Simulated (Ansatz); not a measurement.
## Profile along the F–Li line in LiF (rock salt)

LiF (rock salt)

```
LiF
1.0
    0.00000     2.00386     2.00386
    2.00386     0.00000     2.00386
    2.00386     2.00386     0.00000
F Li
1 1
Cartesian
  0.00000   0.00000   0.00000
  2.00386   2.00386   2.00386
```

Fields along a shortest F–Li line of a {100} plane (2.00 Å), from F to Li, interpolated on the slice's grid (step about 0.1 Å). Level of theory: PBEsol (plane waves to 420 eV, PAW, scalar-relativistic; Ansatz, a first-principles code). k mesh 14×14×14. Inside the PAW spheres the values are not all-electron values, and peaks at nuclei hang on which shells count as valence. LiF was relaxed with its symmetry unable to fall.

| distance from F (Å) | valence electron density (e/Å³) | electron localisation function |
|---|---|---|
| 0.00 | 14.00 | x |
| 0.10 | 13.32 | x |
| 0.20 | 11.44 | x |
| 0.30 | 8.78 | x |
| 0.40 | 5.96 | x |
| 0.50 | 3.62 | 0.81 |
| 0.60 | 2.05 | 0.82 |
| 0.70 | 1.18 | 0.80 |
| 0.80 | 0.71 | 0.75 |
| 0.90 | 0.43 | 0.64 |
| 1.00 | 0.27 | 0.41 |
| 1.10 | 0.19 | 0.15 |
| 1.20 | 0.15 | 0.04 |
| 1.30 | 0.16 | 0.02 |
| 1.40 | 0.34 | 0.08 |
| 1.50 | 1.02 | 0.41 |
| 1.60 | 2.42 | x |
| 1.70 | 4.53 | x |
| 1.80 | 6.86 | x |
| 1.90 | 8.71 | x |
| 2.00 | 9.44 | x |

x: too close to a nucleus for the ELF to mean much.

Density on the F–Li line (2.00 Å) at its density minimum, 1.2 Å from F: 0.14 e/Å³. ELF at that point: 0.02. Character of the F–Li contact (rough rule: ELF there above 0.7 covalent, below 0.2 ionic, polar between): closed-shell (ionic).
